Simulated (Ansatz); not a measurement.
BaCuSF:
```
CELL_PARAMETERS angstrom
      4.03497     0.00000     0.00000
      0.00000     4.03497     0.00000
      0.00000     0.00000     8.96159
ATOMIC_POSITIONS crystal
  Ba 0.00000 0.50000 0.81973
  Ba 0.50000 0.00000 0.18027
  Cu 0.50000 0.50000 0.50000
  Cu 0.00000 0.00000 0.50000
  S  0.00000 0.50000 0.35613
  S  0.50000 0.00000 0.64387
  F  0.50000 0.50000 0.00000
  F  0.00000 0.00000 0.00000
```

This is the PBEsol-relaxed structure. Tensor components refer to the Cartesian frame of this cell.

Question: All from the program Ansatz at the PBEsol level (PAW), unless another level is named. Give the zero-point energy.

Answer: 30.4 meV/atom.

Question: Next, the elastic constants (relaxed ions, GPa)?

Answer: C11 = 121, C12 = 36.2, C13 = 53.8, C33 = 100, C44 = 39.6, C66 = 22.6.

Question: What about the vibrational entropy at 300 K?

Answer: 35.5 J/(K·mol of atoms).

Space group P4/nmm. The workflow started from a Materials Project entry (that database holds measured and hypothetical structures alike); the Crystallography Open Database copy checked does not list it. Its standing as an ambient phase is unchecked. Symmetry was held in the PBEsol relaxation; whether a distortion lowers the energy is not shown. The run is not spin-polarised. No Hubbard U is applied. Scalar-relativistic: spin–orbit coupling is off unless named, which matters more the heavier the elements.

Potentials: the earlier of the program's two PAW sets. The files were generated under PBE; for other functionals the program regenerates the frozen cores, and for LDA and PBEsol the local potential too.
